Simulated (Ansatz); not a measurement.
This run works on a generated trial structure, not on a known crystal.

Input and command of a plane-wave DFT calculation in Ansatz:

```yaml
crystal:
  lattice:
    - [5.26040621, 0.0, 0.0]
    - [-2.63020311, 4.55564541, 0.0]
    - [0.0, 0.0, 9.29987328]
  atoms:
    - { symbol: As, position: [0.0, 0.0, 0.25] }
    - { symbol: As, position: [0.0, 0.0, 0.75] }
    - { symbol: As, position: [0.33333333, 0.66666667, 0.583] }
    - { symbol: As, position: [0.66666667, 0.33333333, 0.083] }
    - { symbol: As, position: [0.33333333, 0.66666667, 0.917] }
    - { symbol: As, position: [0.66666667, 0.33333333, 0.417] }
    - { symbol: Se, position: [0.33333333, 0.66666667, 0.25] }
    - { symbol: Se, position: [0.66666667, 0.33333333, 0.75] }
basis:
  ecutwfc: 420
kpoints:
  mp_grid: { grid: [4, 4, 2] }
hamiltonian:
  xc: pbe
scf:
  occupations: { method: gaussian, width: 0.2 }
  lower_state_search: "off"
output:
  forces: true
  stress: true
  eigenvalues: true
relax:
  adjacent_minimum: "off"
  f_tol: 0.08
  max_steps: 16
  cell: { stress_tol: 0.8 }
```

```bash
ansatz run input.yaml --threads 1 --pin off --max-ram 2560MiB --backend cpu --events-out ev --progress --plain --runs-dir out
```

Processor: AMD EPYC 7571, 1 thread, on a host shared with other jobs.

Task: Estimate time, memory and problem size.

Result: About 2.9 min, peak memory 0.57 GiB. It solves 74 bands at 8 k points (after reduction by symmetry) with about 3355 plane waves (on the last cell), in 68 SCF iterations over 10 ionic steps.
